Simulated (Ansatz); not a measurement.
# Si₃N₄: gradients before and after relaxing the atoms

Start: an entry of the Crystallography Open Database (COD).

Space group P6_3/m (No. 176); a = 7.6170, c = 2.9134 Å, γ = 120.00°.

| site | Wyckoff | site symmetry | x | y | z |
| --- | --- | --- | --- | --- | --- |
| Si | 6h | m.. | 0.1784 | 0.7749 | 0.2500 |
| N7 | 2c | -6.. | 0.3333 | 0.6667 | 0.2500 |
| N9 | 6h | m.. | 0.3359 | 0.0328 | 0.2500 |

One atom of each set is listed.

All values are calculated (Ansatz; DFT, PBE, plane waves and PAW (field gradients read without the response of the frozen cores, which leaves them typically 4 to 6 % off), scalar-relativistic, 420 eV cutoff, Γ-centred 4×4×9 k-points, Fermi–Dirac smearing 0.02 eV), not measured.

The largest force at the start is 1.2 eV/Å. Relaxing the ions at fixed cell moves them by 0.046 Å at most (atom 3, Si) and 0.040 Å rms.

```tsv
site	moved (Å)	first shell before	first shell after	V_zz before (10²¹ V/m²)	η before
Si	0.046	4 N at 1.72–1.75 Å	4 N at 1.73–1.74 Å	-0.60	0.30
N7	0.000	3 Si at 1.75 Å	3 Si at 1.73 Å	-5.37	0.00
N9	0.040	3 Si at 1.72–1.75 Å	3 Si at 1.74 Å	-5.07	0.09
```

(1) How do the gradients change?

Answers

(1) 

| site | V_zz after | η after | change of V_zz |
| --- | --- | --- | --- |
| Si | 0.90 | 0.28 | – |
| N7 | -5.14 | 0.00 | +0.23 |
| N9 | -5.20 | 0.07 | -0.13 |

The largest change of V_zz along a kept axis is on N7, from -5.37 to -5.14. The whole tensor moves most on Si, by 1.00 along its most changed direction. In per cent, |V_zz| changes by -4 to +2 on N (all sites that start above 0.5, bar those whose gradient vanishes or changes sign or whose main axis turns by over 40°). On Si the largest principal value lies along another axis in the second run, so the two V_zz can't be compared directly.

Before: At this cell the principal stresses reach 5 GPa in size with PBE, which can matter for small gradients.
